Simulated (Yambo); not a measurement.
G0W0@PBEsol for Rb2ScAgF6 (space group Fm-3m, No. 225) in Yambo. Reference settings: 2×2×2 Γ-centred k mesh, bands 6 to 346 and a 8 Ry block in the screening, 346 bands in G with the Bruneval-Gonze terminator, plasmon pole fitted at 27.2 eV. The PBEsol gap L → Γ on this mesh is 3.14 eV; G0W0 gaps are taken between the same points.

The settings were changed. The gap went from 6.46 eV to 6.56 eV, and the shift of the valence edge from -2.14 eV to -2.02 eV.

Problem. Which change was made?
A. 134 bands in G, no terminator
B. 164 bands in W
C. 7 Ry block
D. 224 bands in G

Solution. B, 164 bands in W. The others gave (gap, valence shift): 134 bands in G, no terminator: 6.13, -1.47 eV; 7 Ry block: 6.42, -2.12 eV; 224 bands in G: 6.46, -2.14 eV.

Spin-orbit coupling is not included.

Geometry of the Materials Project entry, not relaxed at this level; primitive cell a = b = c = 6.354 Å, α = β = γ = 60.00°.

The structure is a Materials Project entry; no match was found in the copy of COD used, and its stability was not checked.

A shift is the quasiparticle energy of the state minus its PBEsol energy.
